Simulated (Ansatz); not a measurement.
C:
```
C
1.0
    3.41687     0.00000     0.00000
    0.00000     3.41687     0.00000
    0.00000     0.00000     6.06619
C
12
Direct
  0.83164   0.33164   0.35975
  0.16836   0.66836   0.35975
  0.16836   0.33164   0.85975
  0.83164   0.66836   0.85975
  0.66836   0.83164   0.64025
  0.33164   0.16836   0.64025
  0.33164   0.83164   0.14025
  0.66836   0.16836   0.14025
  0.00000   0.00000   0.50000
  0.50000   0.50000   0.00000
  0.50000   0.50000   0.50000
  0.00000   0.00000   0.00000
```

Relaxed with r²SCAN.

### Question
Map the electron localisation function on the plane through (0.832, 0.332, 0.360) spanned by u = [1, 0, 0] and v = [0, 1, 0] in lattice vectors, from r²SCAN (plane waves, PAW; program Ansatz).

### Answer
x is the fraction of u, y of v (the angle between them is 90°; rows are the nearest grid lines); atoms in the plane: C at (0.00, 0.00), C at (0.34, 0.34).
```
|004764211123577400|
|025653100012356410|
|467752000001245544|
|788753100000124567|
|787653100000012457|
|566543210000001235|
|345555421000000123|
|235677643210000012|
|136888764320000001|
|136887555431000001|
|136752125642100001|
|246630015764211012|
|468740027875333234|
|689984358875455556|
|789997678865567767|
|469998666655678754|
|026886433334688620|
|004764211123577400|
```
Scale: ten equal steps from 0.008 (start of '0') to 0.936 (end of '9'), in the order '0123456789'; x runs from 0.000 to 1.00, y from 0.000 (bottom) to 1.00 (top).

The density is the valence pseudo-density with augmentation charge, so density and ELF within about 1 Å of a nucleus are not all-electron values.

Space group P4_2/ncm. The start of the workflow was typed in or built on a structure type; neither database checked (COD, Materials Project) lists it. It is not the phase usual at ambient conditions (space group No. 194, 227). The r²SCAN relaxation kept the symmetry of its start; whether a distortion lowers the energy is not shown.

Potentials: the earlier of the program's two PAW sets.
